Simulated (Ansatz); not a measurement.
Fe:
```
Fe
1.0
   -1.43009     1.43009     1.43009
    1.43009    -1.43009     1.43009
    1.43009     1.43009    -1.43009
Fe
1
Direct
  0.00000   0.00000   0.00000
```
Starting moments (μB, in the order of the atoms Fe): 2.8.

Relaxed with r²SCAN+D4. Special points in fractions of this cell's reciprocal vectors: Γ (0.000, 0.000, 0.000); H (0.500, -0.500, 0.500); N (0.000, 0.000, 0.500); P (0.250, 0.250, 0.250).

**Question.** List the band energies nearest the Fermi level at these points for DFT-r²SCAN+D4 in the program Ansatz with PAW potentials.

**Answer.** In eV from the Fermi level; about four levels below and three above (degenerate sets whole), none deeper than 8.9 eV; … stands for higher levels left out; points with the same levels are listed once.

| k | below | above |
|---|---|---|
| Γ ↑ | -3.06 -3.06 -3.06 -1.84 -1.84 | … |
| H ↑ | -5.34 -5.34 -0.73 -0.73 -0.73 | … |
| N ↑ | -4.06 -1.80 -1.68 -0.47 | 0.50 … |
| P ↑ | -3.82 -3.82 -3.82 -1.64 -1.64 | … |
| Γ ↓ | – | 0.36 0.36 0.36 |
| H ↓ | -2.71 -2.71 | 3.17 3.17 3.17 |
| N ↓ | -3.57 -1.08 -0.08 | 2.45 2.93 … |
| P ↓ | -1.63 -1.63 -1.63 | 2.98 2.98 … |

Space group Im-3m (bcc (W type)). The r²SCAN+D4 relaxation kept the symmetry of its start. Spin order of the final state: ferromagnetic, chosen from 3 collinear starts compared on coarse meshes (ties went to the first, and starts can fall back to one state), not a proven ground state. Textbook magnetic order: ferromagnetic. Other orbital occupations within this spin state were not tried. For itinerant 3d metals, meta-GGAs of the SCAN family and hybrids are commonly reported to give too large moments. The pairwise dispersion correction was not fitted to metals.

Potentials: the earlier of the program's two PAW sets.
